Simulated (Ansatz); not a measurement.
Polymorphs of WO3, each relaxed with the program Ansatz at the PBEsol level (PAW):

A: Pnma
a = 15.651 Å, b = 3.730 Å, c = 3.773 Å, α = 90.00°, β = 90.00°, γ = 90.00°

```json
[
 {"atom": "W", "site": "4c", "symmetry": ".m.", "x": "0.0950", "y": "0.2500", "z": "0.0255"},
 {"atom": "O", "site": "4c", "symmetry": ".m.", "x": "0.2027", "y": "0.2500", "z": "0.0147"},
 {"atom": "O", "site": "4c", "symmetry": ".m.", "x": "0.4382", "y": "0.2500", "z": "0.4979"},
 {"atom": "O", "site": "4c", "symmetry": ".m.", "x": "0.0772", "y": "0.2500", "z": "0.5094"}
]
```

B: ReO3 type (Pm-3m)
a = 3.800 Å, b = 3.800 Å, c = 3.800 Å, α = 90.00°, β = 90.00°, γ = 90.00°

```tsv
atom	site	symmetry	x	y	z
W	1a	m-3m	0.0000	0.0000	0.0000
O	3d	4/mm.m	0.0000	0.0000	0.5000
```

Task: Put the candidates in order of energy per atom at 0 K, lowest first, for PBEsol.

Result: B (+0 meV/atom), A (+58 meV/atom)

Task: Give each one's gap.

Result: A 1.12 eV; B 0.59 eV.

Built on a structure type that need not be the filed one of that space group: A. Standing as an ambient phase not checked: A; B. Began spin-polarised and lost the moments: A. Weakly bound layers, chains or molecules computed without a dispersion correction, so cells and soft constants are ill determined: A. Unstable at this level: B. All cells were relaxed under the symmetry of their starts (and spin orders); stability against distortions was not tested throughout. Named crystals with no word on spin ran without spin polarisation. Spin–orbit coupling is left out wherever it is not named.

Energies hold the estimated change up to a 700 eV cutoff; steps of a few meV lie near the error of the meshes.

Potentials: the earlier of the program's two PAW sets. The files were generated under PBE; for other functionals the program regenerates the frozen cores, and for LDA and PBEsol the local potential too.
